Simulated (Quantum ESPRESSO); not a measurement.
MoTa3ScZn2Ag, different elements on one site, starting from this cell

Computed values, not a measurement. The program is pw.x of Quantum ESPRESSO 7.5 (plane-wave density functional theory). The cell is made up: eight metal atoms on a hexagonal close-packed lattice, with elements, volume, strain and displacements drawn at random and not relaxed, so it may be unstable or far from any real phase. PseudoDojo standard norm-conserving files set the functional (PBE unless stated); there is no spin polarisation or spin-orbit coupling, the Fermi-Dirac width of 0.25 eV means electrons at about 2900 K, and the masses in the input are unused placeholders. The tin pseudopotential is less sure than most, with forces differing by about three percent from a second method on plain tin. Heavy elements are run without spin-orbit coupling, which real alloys of them have. A spin test at this wide smearing found no moment, but such smearing suppresses magnetism that the real alloy may have.

The runs put different elements on site 1. Cell, positions, cutoff, mesh and smearing stay as in the input of run 1; sites are counted in its order. Stress in the tables is positive in tension.

Input of run 1:

```
&control calculation='scf', pseudo_dir='./dojo.nc.sr.pbe.v0_5.standard.upf', outdir='./o', disk_io='minimal', tprnfor=.true., tstress=.true. /
&system ibrav=0, nat=8, ntyp=5, nbnd=76, ecutwfc=84.00895049, nosym=.true., tot_charge=0,
 occupations='smearing', smearing='fd', degauss=0.0183746611
/
&electrons conv_thr=1.470e-08, electron_maxstep=70, mixing_beta=0.5 /
ATOMIC_SPECIES
Ag 1.0 Ag.upf
Mo 1.0 Mo.upf
Sc 1.0 Sc.upf
Ta 1.0 Ta.upf
Zn 1.0 Zn.upf
CELL_PARAMETERS angstrom
0.0427 0.0579 -4.6817
0.0179 5.2266 -0.0635
5.8989 0.0207 -0.0541
ATOMIC_POSITIONS angstrom
Mo 0.0149 -0.0614 -0.0116
Ta 3.0084 -0.0433 0.0504
Sc 1.5062 2.5675 -0.1629
Zn 4.4661 2.6344 -0.0408
Ta -0.1022 1.7995 -2.3585
Ag 2.9429 1.8279 -2.4733
Zn 1.5299 4.3199 -2.4603
Ta 4.422 4.3876 -2.3749
K_POINTS automatic
5 5 4 1 1 1
```

| run | elements on sites 1 to 8 | -TS (eV) | pressure (GPa) | stress xx (GPa) | stress yy (GPa) | stress zz (GPa) | stress yz (GPa) | stress xz (GPa) | stress xy (GPa) | iterations |
| --- | --- | --- | --- | --- | --- | --- | --- | --- | --- | --- |
| 1 | Mo Ta Sc Zn Ta Ag Zn Ta | -1.606 | -3.42 | 5.22 | 4.11 | 0.92 | -0.69 | -0.81 | 2.01 | 15 |
| 2 | Os Ta Sc Zn Ta Ag Zn Ta | -1.621 | -6.67 | 8.53 | 7.63 | 3.84 | -0.66 | -0.81 | 1.58 | 15 |
| 3 | Zr Ta Sc Zn Ta Ag Zn Ta | -1.610 | 4.13 | -2.49 | -3.16 | -6.72 | -1.05 | -1.22 | 1.96 | 15 |
| 4 | Li Ta Sc Zn Ta Ag Zn Ta | -1.739 | -1.81 | 2.91 | 2.90 | -0.38 | -1.17 | -1.15 | 0.49 | 15 |
| 5 | Sn Ta Sc Zn Ta Ag Zn Ta | -1.480 | 3.38 | 0.58 | -4.79 | -5.92 | -1.84 | -1.58 | 0.70 | 15 |

Forces Fx Fy Fz (eV/Å):

| site | run 1 | run 2 | run 3 | run 4 | run 5 |
| --- | --- | --- | --- | --- | --- |
| 1 | -0.60 0.68 0.02 | -0.38 0.90 0.01 | -0.10 0.11 0.18 | 0.01 -0.06 0.13 | 0.39 0.66 0.31 |
| 2 | 0.06 0.46 -0.51 | -0.11 0.58 -0.53 | 0.15 0.25 -0.47 | 0.39 0.40 -0.41 | 0.02 0.54 -0.49 |
| 3 | 0.11 0.73 0.52 | -0.09 0.78 0.56 | 0.53 0.74 0.50 | 0.19 1.06 0.53 | 0.39 0.80 0.54 |
| 4 | -0.05 -0.09 -0.18 | -0.08 0.04 -0.18 | -0.20 -0.15 -0.18 | 0.07 0.05 -0.20 | -0.32 0.08 -0.16 |
| 5 | -0.14 -2.12 -0.43 | -0.29 -2.55 -0.48 | -0.23 -0.86 -0.37 | -0.58 -1.19 -0.29 | -0.49 -1.02 -0.29 |
| 6 | -0.05 -0.02 0.37 | -0.01 0.08 0.39 | -0.09 -0.16 0.36 | -0.09 -0.14 0.35 | -0.04 -0.10 0.45 |
| 7 | -0.25 0.41 0.23 | -0.42 0.44 0.18 | 0.12 0.25 0.31 | -0.34 0.53 0.14 | 0.17 0.02 0.15 |
| 8 | 0.93 -0.05 -0.01 | 1.38 -0.28 0.06 | -0.17 -0.19 -0.33 | 0.35 -0.63 -0.26 | -0.12 -0.98 -0.51 |

Energies are left out, as each element's file has its own zero. A rerun of one cell of this series at a higher cutoff and on a denser mesh moved values by no more than 0.003 eV in energy, 0.02 GPa in stress and 0.003 eV/Å in force, and a second program with other atomic files agreed on that cell to 2 % rms in force and 0.5 GPa in pressure.